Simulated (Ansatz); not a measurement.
An Ansatz input and the part of its output that reports the observables at the nuclei.

The cell is a Materials Project structure (computed, not necessarily an observed phase), taken as it stands.

```yaml
crystal:
  lattice:
    - [5.4043697019, 0.0, 0.0]
    - [1.6437247924, 5.4566337123, 0.0]
    - [2.6000761324, 1.4164115445, 7.6414095236]
  atoms:
    - { symbol: Ca, position: [0.245018, 0.900546, 0.128114] }
    - { symbol: Mn, position: [0.45909, 0.400729, 0.554957], spin: 5.0 }
    - { symbol: Mn, position: [0.007086, 0.534151, 0.978432], spin: 5.0 }
    - { symbol: H, position: [0.975142, 0.548494, 0.327124] }
    - { symbol: H, position: [0.718615, 0.78741, 0.281461] }
    - { symbol: H, position: [0.900557, 0.428564, 0.705597] }
    - { symbol: H, position: [0.09894, 0.16582, 0.775762] }
    - { symbol: P, position: [0.515553, 0.237581, 0.197254] }
    - { symbol: P, position: [0.536313, 0.81075, 0.756198] }
    - { symbol: O, position: [0.362556, 0.301305, 0.053401] }
    - { symbol: O, position: [0.466878, 0.977455, 0.303966] }
    - { symbol: O, position: [0.651656, 0.751478, 0.917634] }
    - { symbol: O, position: [0.622866, 0.037152, 0.627449] }
    - { symbol: O, position: [0.388765, 0.445755, 0.313301] }
    - { symbol: O, position: [0.821211, 0.218765, 0.124583] }
    - { symbol: O, position: [0.634913, 0.581122, 0.661141] }
    - { symbol: O, position: [0.223432, 0.857642, 0.837646] }
    - { symbol: O, position: [0.079026, 0.352817, 0.738976] }
    - { symbol: O, position: [0.904883, 0.669607, 0.23486] }
magnetization:
  spin_polarized: true
kpoints:
  mp_grid: { grid: [5, 4, 3] }
scf:
  occupations: { method: fermi_dirac, width: 0.02 }
hamiltonian:
  xc: pbe
  pseudopotentials: { kind: paw }
output:
  forces: true
  stress: true
  populations: true
  efg:
    quadrupole_moments_barn: { Ca: -0.0408, Mn: 0.33, H: 0.00285783, O: -0.02558 }
    contact_densities: true
  write_density: true
  write_potential: true
  elf: true
  volumetric_format: npy
```

```sh
ansatz run input.yaml --threads 2 --pin off --max-ram 5120MiB --backend cpu --events-out ev --progress --plain --runs-dir out
```

Of the output, the block on the nuclei alone is shown; the set-up, the SCF iterations, energies, forces and stress are cut. One atom of each set with nearly equal values is shown.

```
--- PAW observables at the nuclei: V_zz in 10²¹ V/m², potentials from the cell's mean, atoms counted from 1 ---
  atom   1  Ca V_zz =    -3.097637   η = 0.1704   by run symmetry: allowed   C_q = +3.0559 MHz
            electrostatic potential = -2212.213104 V   contact ρ = 41252.684811 e/Å³   contact ρ_s (e/Å³): all electrons +0.000233, valence -0.000675
  atom   2  Mn V_zz =    +5.444523   η = 0.5629   by run symmetry: allowed   C_q = +43.4438 MHz
            electrostatic potential = -3024.584593 V   contact ρ = 87778.533698 e/Å³   contact ρ_s (e/Å³): all electrons -3.676369, valence +5.725178
  atom   3  Mn V_zz =    -3.952721   η = 0.9151   by run symmetry: allowed   C_q = -31.5402 MHz
            electrostatic potential = -3024.931846 V   contact ρ = 87775.342794 e/Å³   contact ρ_s (e/Å³): all electrons +4.437814, valence -5.172140
  atom   4  H  V_zz =    +3.916976   η = 0.0604   by run symmetry: allowed   C_q = +0.2707 MHz
            electrostatic potential = -36.462888 V   contact ρ = 2.954441 e/Å³   contact ρ_s (e/Å³): all electrons -0.007500, valence -0.007455
  atom   5  H  V_zz =    +1.552656   η = 0.1753   by run symmetry: allowed   C_q = +0.1073 MHz
            electrostatic potential = -36.549653 V   contact ρ = 2.450720 e/Å³   contact ρ_s (e/Å³): all electrons -0.006477, valence -0.006439
  atom   6  H  V_zz =    +2.070414   η = 0.1291   by run symmetry: allowed   C_q = +0.1431 MHz
            electrostatic potential = -36.455174 V   contact ρ = 2.579667 e/Å³   contact ρ_s (e/Å³): all electrons +0.011329, valence +0.011240
  atom   7  H  V_zz =    +2.498678   η = 0.1060   by run symmetry: allowed   C_q = +0.1727 MHz
            electrostatic potential = -36.481512 V   contact ρ = 2.662602 e/Å³   contact ρ_s (e/Å³): all electrons +0.001655, valence +0.001648
  atom   8  P  V_zz =    -1.050572   η = 0.8107   by run symmetry: allowed
            electrostatic potential = -1488.190552 V   contact ρ = 16008.178827 e/Å³   contact ρ_s (e/Å³): all electrons -0.106403, valence -0.103093
  atom   9  P  V_zz =    -1.599314   η = 0.4415   by run symmetry: allowed
            electrostatic potential = -1488.169823 V   contact ρ = 16008.049077 e/Å³   contact ρ_s (e/Å³): all electrons +0.159613, valence +0.154448
  atom  10  O  V_zz =    +9.603850   η = 0.1812   by run symmetry: allowed   C_q = -5.9402 MHz
            electrostatic potential = -619.753589 V   contact ρ = 2156.183131 e/Å³   contact ρ_s (e/Å³): all electrons -0.469954, valence -0.501904
  atom  11  O  V_zz =    +8.503781   η = 0.2921   by run symmetry: allowed   C_q = -5.2598 MHz
            electrostatic potential = -619.926378 V   contact ρ = 2156.798088 e/Å³   contact ρ_s (e/Å³): all electrons +0.008758, valence +0.001625
  atom  12  O  V_zz =    +9.104828   η = 0.5039   by run symmetry: allowed   C_q = -5.6315 MHz
            electrostatic potential = -619.721339 V   contact ρ = 2156.028417 e/Å³   contact ρ_s (e/Å³): all electrons -0.434052, valence -0.467786
  atom  13  O  V_zz =    +9.582013   η = 0.3231   by run symmetry: allowed   C_q = -5.9267 MHz
            electrostatic potential = -619.893945 V   contact ρ = 2156.167392 e/Å³   contact ρ_s (e/Å³): all electrons +0.539039, valence +0.617027
  atom  14  O  V_zz =    +8.851503   η = 0.4399   by run symmetry: allowed   C_q = -5.4748 MHz
            electrostatic potential = -619.358230 V   contact ρ = 2156.216053 e/Å³   contact ρ_s (e/Å³): all electrons +0.227205, valence +0.271958
  atom  15  O  V_zz =    +9.242424   η = 0.2931   by run symmetry: allowed   C_q = -5.7166 MHz
            electrostatic potential = -619.782904 V   contact ρ = 2156.254216 e/Å³   contact ρ_s (e/Å³): all electrons -0.504093, valence -0.543281
  atom  16  O  V_zz =    +9.460717   η = 0.6873   by run symmetry: allowed   C_q = -5.8517 MHz
            electrostatic potential = -619.311367 V   contact ρ = 2155.842226 e/Å³   contact ρ_s (e/Å³): all electrons +0.305510, valence +0.353164
  atom  17  O  V_zz =    +8.155915   η = 0.4186   by run symmetry: allowed   C_q = -5.0446 MHz
            electrostatic potential = -619.546970 V   contact ρ = 2156.875557 e/Å³   contact ρ_s (e/Å³): all electrons -0.423079, valence -0.448596
  atom  18  O  V_zz =    -9.358442   η = 0.8124   by run symmetry: allowed   C_q = +5.7884 MHz
            electrostatic potential = -618.089534 V   contact ρ = 2154.514045 e/Å³   contact ρ_s (e/Å³): all electrons +0.034862, valence +0.051494
  atom  19  O  V_zz =   -11.745335   η = 0.9616   by run symmetry: allowed   C_q = +7.2647 MHz
            electrostatic potential = -618.340269 V   contact ρ = 2154.511912 e/Å³   contact ρ_s (e/Å³): all electrons -0.515393, valence -0.536271
```

The run took 5.3 min of wall time (10 min of CPU time) and 1.5 GiB at its peak, on 2 threads of Intel Xeon Processor @ 2.50GHz (Skylake/Cascade Lake) (x86_64; 62 cores open to the job, memory cap 5.0 GiB, no GPU), a shared host with a load of 0.9 a core.

The largest force is 0.5 eV/Å, so the atoms aren't at the calculated equilibrium and relaxing them would move these values. The moments were started parallel, and the run ended with some of them reversed. The program didn't check the stability of this electronic state in full, so a lower one may lie near. The lattice is static: at room temperature water may turn and average the couplings of its hydrogen. The magnetic order is the one that the run reached from its start moments, not necessarily the measured one.
